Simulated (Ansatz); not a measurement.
A geometry of Li2CrCl4 away from equilibrium: the start of the relaxation of a generated cell, Li2CrCl4 placed in the AFLOW prototype A2BC4_tI14_82_bc_a_g (E3, as in Al2CdS4). These are r2SCAN (plane waves to 500 eV, PAW, scalar-relativistic; Ansatz, a first-principles code) values and carry that method's errors. Γ-centred k-mesh 6×6×6 on the run's cell (coarser than for final values), Fermi–Dirac smearing 0.05 eV.

```xyz
7
Lattice="-2.7114 2.7114 5.0319 2.7114 -2.7114 5.0319 2.7114 2.7114 -5.0319" Properties=species:S:1:pos:R:3:forces:R:3 pbc="T T T" free_energy=-8138.476 pressure_GPa=2.3
Li     0.0000     0.0000     5.0319    0.0000    0.0000    0.0000
Li     2.7114     0.0000     2.5160    0.0000    0.0000    0.0000
Cr     0.0000     0.0000     0.0000    0.0000    0.0000    0.0000
Cl     1.3557    -1.3015     6.3402    0.0109    0.0315   -0.2287
Cl     1.3557     4.0128     1.3083   -0.0109   -0.0315   -0.2287
Cl     1.4099     1.3557    -1.3083    0.0315   -0.0109    0.2287
Cl     1.3015     1.3557     3.7236   -0.0315    0.0109    0.2287
```

Positions in Å, forces in eV/Å, free energy of the cell in eV (comparable only within this code, potentials and settings). Largest force: 0.23 eV/Å, on Cl4, Cl5, Cl6, Cl7 (atoms numbered as listed); the geometry lies 0.05 eV/atom above the end of its relaxation.

Spin-polarised start, with parallel moments on Cr.

Spin state reached: ferromagnetic (net 0.57 μB/atom), from parallel starting moments; other spin orders were not run from this start. The d or f electrons are treated with no Hubbard U.

The run could not lose the symmetry of its start, so the end can be a saddle point.

The end of the path is a generated cell of Li2CrCl4: the first start was made by placing the elements on the sites of a structure type, and the end was not matched to a known phase here, so it may be hypothetical.
